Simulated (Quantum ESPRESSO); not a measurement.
# Band energies of GeS monolayer

```xyz
4
Lattice="4.0255 0.0000 0.0000 0.0000 3.7354 0.0000 0.0000 0.0000 15.6000" Properties=species:S:1:pos:R:3 pbc="T T T"
S      0.1257     0.0000    -1.1500
S      2.1384     1.8677     1.1500
Ge     0.4697     0.0000     1.2054
Ge     2.4824     1.8677    -1.2054
```

norm-conserving PBEsol (Quantum ESPRESSO, 78 Ry, without SOC); path ΓXSYΓS; energies in eV from the valence-band maximum.

```csv
k (1/Å),point,band 16,band 17,band 18,band 19,band 20,band 21,band 22,band 23
0.00,Γ,-3.99,-3.70,-2.17,-2.14,-0.55,1.59,2.73,3.80
0.36,,-3.40,-3.18,-2.04,-0.93,-0.90,1.83,2.62,3.22
0.72,,-2.78,-2.63,-2.16,-0.86,-0.04,1.52,2.35,2.45
0.84,X,-3.06,-2.37,-2.37,-0.44,-0.44,1.91,1.91,2.58
1.06,,-3.62,-2.91,-2.91,-0.69,-0.69,2.15,2.15,3.28
1.51,,-5.43,-3.98,-3.98,-1.96,-1.96,3.52,3.52,5.17
1.62,S,-5.43,-4.17,-4.17,-1.96,-1.96,3.53,3.53,5.42
1.83,,-5.21,-3.83,-3.83,-1.94,-1.94,3.45,3.45,4.79
2.15,,-4.08,-2.99,-2.99,-1.40,-1.40,2.23,2.23,3.50
2.46,Y,-3.25,-2.49,-2.49,-0.86,-0.86,1.67,1.67,2.13
2.56,,-3.18,-2.67,-2.31,-1.09,-0.60,1.33,2.00,2.17
2.85,,-3.70,-3.23,-2.19,-1.00,-0.87,1.93,2.20,2.93
3.15,,-3.98,-3.67,-2.27,-1.94,-0.56,1.60,2.87,3.73
3.24,Γ,-3.99,-3.70,-2.17,-2.14,-0.55,1.59,2.73,3.80
3.51,,-4.25,-3.01,-2.53,-1.19,-0.67,1.72,2.78,3.26
3.77,,-3.99,-3.21,-2.14,-1.29,-0.51,2.01,2.40,2.56
4.04,,-4.29,-3.84,-2.77,-2.27,-1.29,2.66,3.56,4.00
4.39,S,-5.43,-4.17,-4.17,-1.96,-1.96,3.53,3.53,5.42
```

The PBEsol gap is indirect, 1.31 eV, from 71 % of the way from Γ to X to 25 % of the way from Y to Γ; the smallest direct gap is 1.53 eV. The valence-band maximum lies 4.63 eV below the vacuum level.

Spin-orbit splittings are left out.

Geometry relaxed with PBEsol.

This is a model layer cut from the bulk structure; whether it is stable on its own was not checked.

Letters of k points follow the standard setting of the lattice, whose axes may be ordered differently from the printed cell.
